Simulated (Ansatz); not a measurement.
# Ca₅Mg: what symmetry allows forces and stress to be

```
Ca Mg
1.0
     3.74940    0.00000    0.00000
    -1.87470    3.24707    0.00000
     0.00000    0.00000   19.44231
Ca Mg
5 1
Direct
  0.66667 0.33333 0.85155
  0.00000 0.00000 0.67215
  0.66667 0.33333 0.50498
  0.00000 0.00000 0.33334
  0.66667 0.33333 0.14429
  0.00000 0.00000 0.99369
```

The calculation used DFT PBEsol, scalar-relativistic, plane waves, PAW (Ansatz 0.2.0).

Cutoff 420 eV; k points 12×12×2 on the computed 6-atom cell (Γ-centred); Gaussian smearing, width 0.10 eV; no spin polarisation.

This distorted cell has space group P3m1, with 6 operations.

Problem. Without a calculation: in which directions can each atom feel a force?

Solution. A force must be left unchanged by every operation that keeps its atom in place, so it lies in the space that those operations leave fixed. Atoms that the group maps onto each other feel forces of one size.
| atom | site symmetry | operations at the site | equivalent to atom | allowed force (Cartesian) |
| --- | --- | --- | --- | --- |
| Ca1 | 3m. | 6 | 1 | along (0.00, 0.00, 1.00) |
| Ca2 | 3m. | 6 | 2 | along (0.00, 0.00, 1.00) |
| Ca3 | 3m. | 6 | 3 | along (0.00, 0.00, 1.00) |
| Ca4 | 3m. | 6 | 4 | along (0.00, 0.00, 1.00) |
| Ca5 | 3m. | 6 | 5 | along (0.00, 0.00, 1.00) |
| Mg6 | 3m. | 6 | 6 | along (0.00, 0.00, 1.00) |

That leaves 6 independent force components of 18, tied by 1 condition that the forces sum to zero, so 5 remain. A relaxation in this cell that keeps the symmetry moves the atoms in these directions alone.

Problem. And the stress tensor?

Solution. It must be invariant under the point group, which leaves 2 independent components: yz, xz, xy vanish; xx = yy.

Problem. Do the computed values obey this?

Solution. Yes. Forces (eV/Å):
```
Ca1  0.000  0.000 -0.123
Ca2  0.000  0.000  0.144
Ca3  0.000  0.000 -0.076
Ca4  0.000  0.000 -0.156
Ca5  0.000  0.000  0.059
Mg6  0.000  0.000  0.152
```

Stress (GPa, compression positive, xx yy zz yz xz xy): 0.30 0.30 -2.62 0.00 0.00 0.00. The program imposes the same operations on density, forces and stress, so this confirms the analysis and is no independent test of the calculation.